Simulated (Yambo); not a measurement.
Yambo run on CsCdCl3 (cubic perovskite, space group Pm-3m, No. 221). The wavefunctions are PBEsol (pw.x of Quantum ESPRESSO, ONCV potentials, with spin-orbit coupling) ones on a 2×2×2 mesh (50 occupied bands); a = b = c = 5.264 Å, α = β = γ = 90.00°.

Yambo input:

```
rim_cut
gw0
dyson
el_el_corr
HF_and_locXC
ppa
em1d
RandQpts= 1000000
RandGvec= 1 Ry
EXXRLvcs= 102 Ry
VXCRLvcs= 408 Ry
Chimod= "HARTREE"
% BndsRnXp
 9 | 312 |
%
NGsBlkXp= 6 Ry
% LongDrXp
 1.0 | 1.0 | 1.0 |
%
PPAPntXp= 15 eV
% GbndRnge
 1 | 312 |
%
GTermKind= "BG"
DysSolver= "n"
ExtendOut
% QPkrange
 1 | 1 | 50 | 51 |
 4 | 4 | 50 | 50 |
%
```

k points by index: 1 = Γ, 4 = R.

The o-*.qp file then holds:

```
#    K-point    Band    Eo [eV]    E [eV]    E-Eo [eV]    Vxc [eV]    Vnlxc [eV]    Sc|Eo [eV]    Sc|E [eV]    dSc/dw|Eo [eV]    Re(Z)    Im(Z)
#
    1    50    -0.438265    -1.678291    -1.240026    -14.25978    -18.60139    2.754004    3.101582    -7.626131    0.781090    -0.001880
    1    51    1.622808    2.756739    1.133931    -12.55301    -8.027727    -3.138570    -3.391356    -6.065517    0.817723    -0.001435
    4    50    0.000000    -1.045640    -1.045640    -16.95078    -20.91379    2.634071    2.917376    -7.371599    0.786840    -0.001587
```
(The two width columns are left out.) Convergence of these settings isn't established.

Geometry of the Materials Project entry, not relaxed at this level.
